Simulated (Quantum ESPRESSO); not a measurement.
Ga3MoTiPd3, input and log of a self-consistent run

Computed values, not a measurement. The program is pw.x of Quantum ESPRESSO 7.5 (plane-wave density functional theory). The cell is made up: eight metal atoms on a face-centred cubic lattice, with elements, volume, strain and displacements drawn at random and not relaxed, so it may be unstable or far from any real phase. PseudoDojo standard norm-conserving files set the functional (PBE unless stated); there is no spin polarisation or spin-orbit coupling, the Fermi-Dirac width of 0.25 eV means electrons at about 2900 K, and the masses in the input are unused placeholders. A spin test at this wide smearing found no moment, but such smearing suppresses magnetism that the real alloy may have.

Input:

```
&control calculation='scf', pseudo_dir='./dojo.nc.sr.pbe.v0_5.standard.upf', outdir='./o', disk_io='minimal', tprnfor=.true., tstress=.true. /
&system ibrav=0, nat=8, ntyp=4, nbnd=74, ecutwfc=84.00895049, nosym=.true., tot_charge=0,
 occupations='smearing', smearing='fd', degauss=0.0183746611
/
&electrons conv_thr=1.470e-08, electron_maxstep=70, mixing_beta=0.5 /
ATOMIC_SPECIES
Ga 1.0 Ga.upf
Mo 1.0 Mo.upf
Pd 1.0 Pd.upf
Ti 1.0 Ti.upf
CELL_PARAMETERS angstrom
0.0 4.1409 4.1409
4.1409 0.0 4.1409
4.1409 4.1409 0.0
ATOMIC_POSITIONS angstrom
Ga -0.0885 0.1 -0.1581
Mo 2.1318 2.2134 0.0345
Ti 2.1842 0.0384 2.2804
Ga 4.0659 1.9731 2.1134
Ga -0.0075 1.9961 2.1227
Pd 2.0398 4.146 2.0532
Pd 2.3509 2.024 4.1746
Pd 3.9665 4.1249 4.1354
K_POINTS automatic
5 5 5 1 1 1
```

The log is shortened where brackets say so; the opening notice, blank lines, dates and the lines on written files are dropped, and the path of the files is cut. It prints rydbergs, bohrs and kilobars, and counts compression as positive stress. Its total energy is the free energy E - TS of the whole cell.

```
     Program PWSCF v.7.5
     Parallel version (MPI & OpenMP), running on       4 processor cores
     Number of MPI processes:                 4
     Threads/MPI process:                     1
     [start-up lines left out]
     bravais-lattice index     =            0
     lattice parameter (alat)  =      11.0665  a.u.
     unit-cell volume          =     958.3206 (a.u.)^3
     number of atoms/cell      =            8
     number of atomic types    =            4
     number of electrons       =       119.00
     number of Kohn-Sham states=           74
     kinetic-energy cutoff     =      84.0090  Ry
     charge density cutoff     =     336.0358  Ry
     scf convergence threshold =      1.5E-08
     mixing beta               =       0.5000
     number of iterations used =            8  plain     mixing
     Exchange-correlation= PBE
                           (   1   4   3   4   0   0   0)
     [axes and pseudopotential details left out]
   Cartesian axes
     site n.     atom                  positions (alat units)
         1        Ga     tau(   1) = (  -0.0151124   0.0170762  -0.0269974  )
         2        Mo     tau(   2) = (   0.3640296   0.3779638   0.0058913  )
         3        Ti     tau(   3) = (   0.3729775   0.0065572   0.3894048  )
         4        Ga     tau(   4) = (   0.6942997   0.3369297   0.3608876  )
         5        Ga     tau(   5) = (  -0.0012807   0.3408573   0.3624757  )
         6        Pd     tau(   6) = (   0.3483195   0.7079777   0.3506078  )
         7        Pd     tau(   7) = (   0.4014435   0.3456215   0.7128614  )
         8        Pd     tau(   8) = (   0.6773260   0.7043746   0.7061676  )
     number of k points=    63  Fermi-Dirac smearing, width (Ry)=  0.0184
                       cart. coord. in units 2pi/alat
        k(    1) = (   0.0707107   0.0707107   0.0707107), wk =   0.0320000
        k(    2) = (   0.2121320   0.2121320  -0.0707107), wk =   0.0320000
     [further k points left out]
     Dense  grid:    99845 G-vectors     FFT dimensions: (  72,  72,  72)
     Estimated max dynamical RAM per process >     406.19 MB
     Estimated total dynamical RAM >       1.52 GB
     Initial potential from superposition of free atoms
     starting charge     118.9884, renormalised to     119.0000
     Starting wfcs are   74 randomized atomic wfcs
     total cpu time spent up to now is        6.7 secs
     per-process dynamical memory:   325.4 Mb
     Self-consistent Calculation
     iteration #  1     ecut=    84.01 Ry     beta= 0.50
     Davidson diagonalization with overlap
     ethr =  1.00E-02,  avg # of iterations =  6.6
     total cpu time spent up to now is       25.4 secs
     total energy              =   -1518.86361728 Ry
     estimated scf accuracy    <      18.89777384 Ry
     iteration #  2     ecut=    84.01 Ry     beta= 0.50
     Davidson diagonalization with overlap
     ethr =  1.00E-02,  avg # of iterations =  3.0
     total cpu time spent up to now is       43.8 secs
     total energy              =   -1530.17770027 Ry
     estimated scf accuracy    <      43.09837851 Ry
     iteration #  3     ecut=    84.01 Ry     beta= 0.50
     Davidson diagonalization with overlap
     ethr =  1.00E-02,  avg # of iterations =  2.0
     total cpu time spent up to now is       58.6 secs
     total energy              =   -1532.08871244 Ry
     estimated scf accuracy    <      12.41672105 Ry
     iteration #  4     ecut=    84.01 Ry     beta= 0.50
     Davidson diagonalization with overlap
     ethr =  1.00E-02,  avg # of iterations =  1.1
     total cpu time spent up to now is       71.0 secs
     total energy              =   -1531.99701980 Ry
     estimated scf accuracy    <       6.80307970 Ry
     iteration #  5     ecut=    84.01 Ry     beta= 0.50
     Davidson diagonalization with overlap
     ethr =  5.72E-03,  avg # of iterations =  1.1
     total cpu time spent up to now is       83.4 secs
     total energy              =   -1531.37863483 Ry
     estimated scf accuracy    <       4.72602108 Ry
     [iterations 6 to 14 left out]
     iteration # 15     ecut=    84.01 Ry     beta= 0.50
     Davidson diagonalization with overlap
     ethr =  2.82E-07,  avg # of iterations =  3.2
     total cpu time spent up to now is      229.6 secs
     total energy              =   -1531.16570558 Ry
     estimated scf accuracy    <       0.00002211 Ry
     iteration # 16     ecut=    84.01 Ry     beta= 0.50
     Davidson diagonalization with overlap
     ethr =  1.86E-08,  avg # of iterations =  2.2
     total cpu time spent up to now is      243.1 secs
     total energy              =   -1531.16570747 Ry
     estimated scf accuracy    <       0.00000246 Ry
     iteration # 17     ecut=    84.01 Ry     beta= 0.50
     Davidson diagonalization with overlap
     ethr =  2.07E-09,  avg # of iterations =  3.0
     total cpu time spent up to now is      257.0 secs
     total energy              =   -1531.16570766 Ry
     estimated scf accuracy    <       0.00000021 Ry
     iteration # 18     ecut=    84.01 Ry     beta= 0.50
     Davidson diagonalization with overlap
     ethr =  1.77E-10,  avg # of iterations =  3.7
     total cpu time spent up to now is      271.3 secs
     total energy              =   -1531.16570767 Ry
     estimated scf accuracy    <       0.00000002 Ry
     iteration # 19     ecut=    84.01 Ry     beta= 0.50
     Davidson diagonalization with overlap
     ethr =  1.72E-11,  avg # of iterations =  2.8
     total cpu time spent up to now is      285.3 secs
     End of self-consistent calculation
     [lines on levels left out]
!    total energy              =   -1531.16570767 Ry
     estimated scf accuracy    <          2.3E-09 Ry
     smearing contrib. (-TS)   =      -0.10389645 Ry
     internal energy E=F+TS    =   -1531.06181122 Ry
     The total energy is F=E-TS. E is the sum of the following terms:
     one-electron contribution =    -560.68341976 Ry
     hartree contribution      =     359.04107523 Ry
     xc contribution           =    -290.40588201 Ry
     ewald contribution        =   -1039.01358468 Ry
     convergence has been achieved in  19 iterations
     Forces acting on atoms (cartesian axes, Ry/au):
     atom    1 type  1   force =     0.05692516   -0.01896443    0.05318621
     atom    2 type  2   force =    -0.00826082   -0.01127500   -0.00579506
     atom    3 type  4   force =    -0.05816509   -0.02534513   -0.04561380
     atom    4 type  1   force =     0.02987821    0.03524000   -0.01782304
     atom    5 type  1   force =     0.00168296   -0.00102055    0.00017797
     atom    6 type  3   force =    -0.01464992   -0.00158116    0.00549983
     atom    7 type  3   force =    -0.04146329   -0.00296579    0.00743188
     atom    8 type  3   force =     0.03405280    0.02591205    0.00293599
     Total force =     0.138168     Total SCF correction =     0.000079
     Computing stress (Cartesian axis) and pressure
          total   stress  (Ry/bohr**3)                   (kbar)     P=     -104.23
  -0.00071831  -0.00001088   0.00013705         -105.67       -1.60       20.16
  -0.00001088  -0.00063745   0.00008979           -1.60      -93.77       13.21
   0.00013705   0.00008979  -0.00076986           20.16       13.21     -113.25
     init_run     :      6.41s CPU      6.65s WALL (       1 calls)
     electrons    :    273.53s CPU    278.54s WALL (       1 calls)
     forces       :      1.85s CPU      1.87s WALL (       1 calls)
     stress       :      6.17s CPU      6.19s WALL (       1 calls)
     [timing details left out]
     PWSCF        :   4m48.04s CPU   4m53.39s WALL
     JOB DONE.
```

In other units: free energy -20832.571 eV for the cell, pressure -10.42 GPa, largest force component 1.495 eV/Å in size. The run took 295 s of wall time with four MPI processes on a shared machine (AMD EPYC, Zen 5, virtual cores), so the time is rough. A rerun of this cell at a higher cutoff and on a denser mesh moved values by no more than 0.004 eV in energy, 0.03 GPa in stress and 0.003 eV/Å in force, and a second program with other atomic files agreed on that cell to 2 % rms in force and 0.5 GPa in pressure.